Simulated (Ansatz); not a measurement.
**Data sheet: Mn₃Sn (DFT)**

Mn3Sn:
```xyz
8
Lattice="3.8961 0.0000 0.0000 0.0000 3.8961 0.0000 0.0000 0.0000 7.7518" Properties=species:S:1:pos:R:3 pbc="T T T"
Mn     0.0000     1.9481     1.9607
Mn     1.9481     1.9481     7.6346
Mn     1.9481     0.0000     1.9607
Sn     0.0000     0.0000     0.0717
Mn     0.0000     1.9481     5.8366
Mn     1.9481     1.9481     3.7587
Mn     1.9481     0.0000     5.8366
Sn     0.0000     0.0000     3.9476
```
The run is spin-polarised; directions of the spins, atom by atom: ↑ ↑ ↑ 0 ↓ ↓ ↓ 0.

Space group P4mm (No. 99); conventional cell a = b = 3.896 Å, c = 3.876 Å, α = β = γ = 90.00°.

Method: plane-wave PAW PBE (Ansatz code). The cell and atoms are relaxed at this level. Other levels are named where they apply.

Cell and energy:

```json
{
  "volume_per_atom": "14.71 Å³",
  "density": "8.00 g/cm³",
  "Formation energy from the elements (no fitted shifts)": "0.16 eV/atom"
}
```

Electronic structure:

```json
{
 "electronic_character": "metallic (no gap)",
 "Density of states at the Fermi level": "0.79 states/eV per atom (mean over ±0.08 eV)"
}
```

Magnetism:

```json
{
  "magnetic_order": "antiferromagnetic",
  "net_moment": "0.00 μB per atom"
}
```

Mechanics:

```json
{
 "Bulk modulus (Birch–Murnaghan fit)": "95.2 GPa",
 "Pressure derivative B′": "7.1"
}
```

The cell is a constructed one: a structure type filled with these elements; neither database checked (COD, Materials Project) lists it. COD files the formula under space group No. 194. Its standing as an ambient phase is unchecked. The cell was relaxed with PBE under the symmetry of its start, as lowered by the spin order; whether a distortion lowers the energy is not shown. The final state is antiferromagnetic, chosen from 4 collinear starts compared on coarse meshes (ties went to the first, and starts can fall back to one state), not a proven ground state. The program gave a warning on the electronic state, which may not be the lowest. Point labels and valley counts follow the cell and symmetry of the run, lower than the named group. Axis ratios of metals converge slowly with the k-mesh, so a and c are less sure than the volume. The references are the lowest solids computed at this level, not always the standard phases. Spin–orbit coupling is left out wherever it is not named.

Potentials: the later of the program's two PAW sets.
